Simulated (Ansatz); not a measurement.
Values for one crystal, relaxed and computed with r²SCAN in the plane-wave PAW code Ansatz; other levels are named.

| Property | Result |
|---|---|
| Volume per atom | 13.60 Å³ |
| Band gap | 6.36 eV (indirect) |
| Smallest direct gap on the standard path | 6.40 eV |
| HSE06 gap on the r²SCAN cell | 7.57 eV |
| Electron effective mass | 0.53 mₑ (isotropic) |
| Valence-band maximum | at X |
| Formation energy from the elements (no fitted shifts) | -2.98 eV/atom |

Q: Which of these materials gives this?
A) Nb2O5, I4/mmm (Pearson symbol tI112)
B) BaHfO3, cubic perovskite
C) SiO2, P4_32_12 (Pearson symbol tP36)
D) CdSiN2, R-3m (Cd on 3a, Si on 3b, N on 6c)

A: C, SiO2, P4_32_12 (Pearson symbol tP36)

The workflow started from a Materials Project entry (that database holds measured and hypothetical structures alike); the Crystallography Open Database files this formula in space group No. 96, but the cells were not matched. It is not the phase usual at ambient conditions (space group No. 92, 152, 154). Symmetry was held in the r²SCAN relaxation; its stability against distortions is not shown here. The references are the lowest solids computed at this level, not always the standard phases (solids in place of the gases).

Potentials: the earlier of the program's two PAW sets.
